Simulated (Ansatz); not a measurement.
Question: Each is relaxed and computed with the program Ansatz at the r²SCAN level (PAW). Which is the only one with a gap?
(A) SrAsPt, P6_3/mmc (Sr on 2a, As on 2d, Pt on 2c)
(B) BAs, P4_2/mmc (B on 2d, As on 2f)
(C) NbAs, P-6m2 (Nb on 1a, As on 1f)
(D) As2O3, P2_1/c (Pearson symbol mP20)

Answer: D, As2O3, P2_1/c (Pearson symbol mP20). As2O3: gap 4.35 eV (indirect); NbAs: metal; BAs: metal; SrAsPt: metal. Constructed cells (a structure type filled with these elements, in neither database checked): NbAs, P-6m2 (Nb on 1a, As on 1f); BAs, P4_2/mmc (B on 2d, As on 2f). Not the usual ambient phase: BAs, P4_2/mmc (B on 2d, As on 2f). Standing as an ambient phase not checked: As2O3, P2_1/c (Pearson symbol mP20); SrAsPt, P6_3/mmc (Sr on 2a, As on 2d, Pt on 2c). Weakly bound layers, chains or molecules computed without a dispersion correction, so cells and soft constants are ill determined: As2O3, P2_1/c (Pearson symbol mP20). Perhaps ordered models of mixed-site phases: SrAsPt, P6_3/mmc (Sr on 2a, As on 2d, Pt on 2c). All cells were relaxed under the symmetry of their starts (and spin orders); stability against distortions was not tested throughout. Rows with no word on spin ran without spin polarisation. Spin–orbit coupling is left out wherever it is not named.

Potentials: the later of the program's two PAW sets.
